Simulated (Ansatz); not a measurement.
Re:
```
Re
1.0
    2.77563     0.00000     0.00000
   -1.38781     2.40377     0.00000
    0.00000     0.00000     8.95659
Re
4
Direct
  0.00000   0.00000   0.00000
  0.00000   0.00000   0.50000
  0.33333   0.66667   0.25000
  0.66667   0.33333   0.75000
```

Relaxed with PBE. Special points in fractions of this cell's reciprocal vectors: Γ (0.000, 0.000, 0.000); M (0.500, 0.000, 0.000); K (0.333, 0.333, 0.000); A (0.000, 0.000, 0.500); L (0.500, 0.000, 0.500); H (0.333, 0.333, 0.500).

**Question.** List the band energies nearest the Fermi level at these points for the program Ansatz at the PBE with spin–orbit coupling level (PAW).

**Answer.** In eV from the Fermi level; about four levels below and three above (degenerate sets whole), none deeper than 8.9 eV; points with the same levels are listed once.

| k | below | above |
|---|---|---|
| Γ | -0.89 -0.89 -0.79 -0.79 | 0.32 0.32 0.59 0.59 |
| M | -2.10 -2.10 -0.80 -0.80 | 0.22 0.22 0.29 0.29 |
| K | -2.26 -2.26 -0.20 -0.20 | 0.02 0.02 1.51 1.51 |
| A | -1.13 -1.13 -1.13 -1.13 | 1.13 1.13 1.13 1.13 |
| L | -0.74 -0.74 -0.74 -0.74 | 0.14 0.14 0.14 0.14 |
| H | -2.28 -2.28 -2.27 -2.27 -0.18 -0.18 | 0.11 0.11 0.83 0.83 |

Space group P6_3/mmc (dhcp (α-La type)). The cell is a constructed one: a structure type filled with these elements. Its sites differ from those of the usual phase in this space group: another stacking or structure type. The cell was relaxed with PBE under the symmetry of its start; of distortions, only those at the zone centre were tested. The run is not spin-polarised.

Potentials: the later of the program's two PAW sets.
